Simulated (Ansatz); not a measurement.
Hf₃Ge₂:
```yaml
crystal:
  lattice:
    - [7.11370, 0.00000, 0.00000]
    - [0.00000, 7.11370, 0.00000]
    - [0.00000, 0.00000, 3.70509]
  atoms:
    - { symbol: Hf, position: [0.00000, 0.00000, 0.00000] }
    - { symbol: Hf, position: [0.50000, 0.50000, 0.00000] }
    - { symbol: Hf, position: [0.16982, 0.66982, 0.50000] }
    - { symbol: Hf, position: [0.83018, 0.33018, 0.50000] }
    - { symbol: Hf, position: [0.33018, 0.16982, 0.50000] }
    - { symbol: Hf, position: [0.66982, 0.83018, 0.50000] }
    - { symbol: Ge, position: [0.63073, 0.13073, 0.00000] }
    - { symbol: Ge, position: [0.36927, 0.86927, 0.00000] }
    - { symbol: Ge, position: [0.86927, 0.63073, 0.00000] }
    - { symbol: Ge, position: [0.13073, 0.36927, 0.00000] }
```

Relaxed with r²SCAN. Special points in fractions of this cell's reciprocal vectors: Γ (0.000, 0.000, 0.000); X (0.000, 0.500, 0.000); M (0.500, 0.500, 0.000); Z (0.000, 0.000, 0.500); R (0.000, 0.500, 0.500); A (0.500, 0.500, 0.500).

Question: List the band energies nearest the Fermi level at these points for DFT-r²SCAN in the program Ansatz with PAW potentials.

Answer: In eV from the Fermi level; about four levels below and three above (degenerate sets whole), none deeper than 8.9 eV; points with the same levels are listed once.

| k | below | above |
|---|---|---|
| Γ | -0.62 -0.62 -0.43 -0.01 | 0.02 0.93 1.35 |
| X | -1.43 -1.43 -0.51 -0.51 | 0.70 0.70 0.97 0.97 |
| M | -0.53 -0.53 -0.21 -0.21 | 0.34 0.34 1.50 1.50 |
| Z | -1.37 -1.37 -0.77 -0.02 | 0.02 0.18 0.18 |
| R | -0.46 -0.46 -0.21 -0.21 | 2.24 2.24 3.00 3.00 |
| A | -0.62 -0.62 -0.55 -0.55 | 2.34 2.34 3.88 3.88 3.88 3.88 |

Space group P4/mbm. The workflow started from a Materials Project entry (that database holds measured and hypothetical structures alike); the Crystallography Open Database copy checked does not list it. Whether it is the stable phase at ambient conditions was not checked. The cell was relaxed with r²SCAN under the symmetry of its start; its stability against distortions is not shown here. The run is not spin-polarised. Scalar-relativistic: spin–orbit coupling is off unless named, which matters more the heavier the elements.

Potentials: the later of the program's two PAW sets.
